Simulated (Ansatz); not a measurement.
# Data sheet: TiAl₃ (DFT)

TiAl$_{3}$:
```
CELL_PARAMETERS angstrom
      3.94811     0.00000     0.00000
      0.00000     3.94811     0.00000
      0.00000     0.00000     3.94811
ATOMIC_POSITIONS crystal
  Ti 0.00000 0.00000 0.00000
  Al 0.50000 0.50000 0.00000
  Al 0.00000 0.50000 0.50000
  Al 0.50000 0.00000 0.50000
```

Space group Pm-3m (No. 221), Cu3Au type; conventional cell a = 3.9481 Å, b = 3.9481 Å, c = 3.9481 Å, α = 90.00°, β = 90.00°, γ = 90.00°.

Method: PBEsol (plane waves, PAW; program Ansatz). Geometry: relaxed at this level of theory. Other levels are named where they apply.

Cell and energy:

```
Item                                                          Result
-----------------------------------------------------  -------------
Volume per atom                                             15.39 Å³
Density                                                   3.48 g/cm³
Formation energy from the elements (no fitted shifts)  -0.37 eV/atom
```

Electronic structure:

```
Item                                                                        Result
------------------------------------  --------------------------------------------
Electronic character                                             metallic (no gap)
Density of states at the Fermi level  0.59 states/eV per atom (mean over ±0.08 eV)
```

Mechanics:

```
Item                                                                           Value
--------------------------------------------  --------------------------------------
Bulk modulus (Birch–Murnaghan fit)                                           112 GPa
Pressure derivative B′                                                           4.0
Elastic constants (relaxed ions, GPa)              C11 = 198, C12 = 68.8, C44 = 83.3
Mechanical stability                          stable (all eigenvalues of C positive)
Hill bulk and shear moduli                                          112 and 75.3 GPa
Young's modulus                                                              185 GPa
Poisson's ratio                                                                 0.23
Debye temperature from the elastic constants                                   617 K
```

Phonons:

```
Property                                       Result
-----------------------------  ----------------------
Highest zone-centre frequency               353 cm^-1
Zone-centre stability          no imaginary mode at Γ
```

The workflow started from a Materials Project entry (that database holds measured and hypothetical structures alike); the Crystallography Open Database copy checked does not list it. Whether it is the stable phase at ambient conditions was not checked. Symmetry was held in the PBEsol relaxation. No spin polarisation was allowed. As this level gives no gap, shear constants depend on the k-mesh and smearing (Fermi–Dirac, 0.1 eV here). As this level gives no gap, phonon frequencies hold no LO–TO term and depend on the k-mesh and smearing (Fermi–Dirac, 0.1 eV here). The references are the lowest solids computed at this level, not always the standard phases.

Potentials: the later of the program's two PAW sets.
